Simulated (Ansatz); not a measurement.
Relaxed Ge (diamond):

```
CELL_PARAMETERS angstrom
      0.00000     2.83635     2.83635
      2.83635     0.00000     2.83635
      2.83635     2.83635     0.00000
ATOMIC_POSITIONS crystal
  Ge 0.50000 0.50000 0.50000
  Ge 0.75000 0.75000 0.75000
```

In each cell atom 2 (Ge, nearest neighbour Ge at 2.456 Å; its periodic images, 4.0 Å or more away, move with it) moves by s·(0.577, 0.577, 0.577) (along Cartesian [111]), the rest being held.

Method: r2SCAN (plane waves to 500 eV, PAW, scalar-relativistic; Ansatz, a first-principles code). k mesh 8×8×8 (Γ-centred), Fermi-Dirac smearing 0.05 eV. Energies are smeared free energies. As the smearing reaches across the gap at some points, energies and forces of such displacements shift with the k mesh and the smearing. Ge was relaxed with its symmetry unable to fall. The PAW data are Ansatz's earlier set. The zero of ΔE is the undisplaced structure. The last digit holds for this mesh only.

```csv
s (Å),ΔE (meV/cell)
-0.250,451.2
-0.200,277.5
-0.150,149.8
-0.100,64.0
-0.050,15.4
0.000,0.0
0.050,13.8
0.100,52.1
0.150,110.8
0.200,185.6
0.250,272.6
```

What force constant k = d²E/ds² at s = 0 does the table give?

12 eV/Å². It is the second difference of the nearest points, corrected with the next pair.

With k = 11.63 eV/Å² from the forces, is the well harmonic out to s = 0.250 Å?

½ks² = 363 meV/cell against the computed 273 meV/cell, so the well is softer than harmonic there.

(A displaced cell: forces are minus the slopes of the energy, force constants its curvatures, and phonons follow from these.)
